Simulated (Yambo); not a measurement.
G0W0@PBEsol for Ag₂S (space group P2_1/c, No. 14) in Yambo. Reference settings: 4×2×1 Γ-centred k mesh, bands 33 to 328 and a 6 Ry block in the screening, 328 bands in G with the Bruneval-Gonze terminator, plasmon pole fitted at 27.2 eV. The PBEsol gap Γ → (-0.5, 0, 0) on this mesh is 1.20 eV; G0W0 gaps are taken between the same points.

The settings were changed. The gap went from 1.98 eV to 1.96 eV, and the shift of the valence edge from -0.39 eV to -0.32 eV.

Q: Name the change that produced these shifts.
A. no random integration
B. 184 bands in W
C. 160 bands in W, 160 bands in G
D. no terminator

A: A, no random integration. The others gave (gap, valence shift): 160 bands in W, 160 bands in G: 2.21, -0.19 eV; 184 bands in W: 2.12, -0.27 eV; no terminator: 1.89, -0.18 eV. In the run with 328 bands and a 6 Ry block, which covers more k points, the smallest G0W0 gap is 1.85 eV, Γ → Γ.

Spin-orbit coupling is not included.

Geometry of the Materials Project entry, not relaxed at this level; primitive cell a = 4.5544 Å, b = 7.0211 Å, c = 9.3436 Å, α = 90.00°, β = 117.39°, γ = 90.00°.

A shift is the quasiparticle energy of the state minus its PBEsol energy.
